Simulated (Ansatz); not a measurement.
BeS:
Space group F-43m (No. 216); a = 4.8380 Å, b = 4.8380 Å, c = 4.8380 Å, α = 90.00°, β = 90.00°, γ = 90.00°

```csv
atom,site,symmetry,x,y,z
Be,4b,-43m,0.5000,0.5000,0.5000
S,4d,-43m,0.7500,0.7500,0.7500
```
(The calculation used a cell of 2 atoms; values per cell refer to that cell.)

Relaxed with PBEsol. PBEsol in the plane-wave PAW code Ansatz gives a gap of 2.91 eV.

What gap does HSE06 give on the same cell (Ansatz, PAW)?

4.04 eV, 1.13 eV more. The hybrid was solved on a coarser mesh and at special points; its gap is the smallest among all of these.

```tsv
k	v1 PBEsol	c1 PBEsol	v1 HSE06	c1 HSE06
Γ	0.00	5.58	?	?
X	-2.70	2.91	-2.91	4.04
L	-1.05	5.38	?	?
W	-3.44	6.31	?	?
K	-2.24	4.19	?	?
```

Top valence (v1) and lowest conduction level (c1) in eV from each method's valence maximum (which need not be a listed point): supply the withheld HSE06 values.


- L, v1 HSE06: -1.13
- L, c1 HSE06: 6.64
- W, v1 HSE06: -3.64
- W, c1 HSE06: 7.57
- K, v1 HSE06: -2.41
- K, c1 HSE06: 5.37
- Γ, v1 HSE06: 0.00
- Γ, c1 HSE06: 6.87

Cost on shared cores: the PBEsol run (SCF on a 10×10×10 mesh, then bands and DOS) very roughly 9 core-seconds, the HSE06 run (SCF on 7×7×7, then a few points) around 40 core-seconds (rough); the tasks are unlike.

Symmetry was held in the PBEsol relaxation. The volume moved by 26 % from the start of the relaxation.

Potentials: the later of the program's two PAW sets.
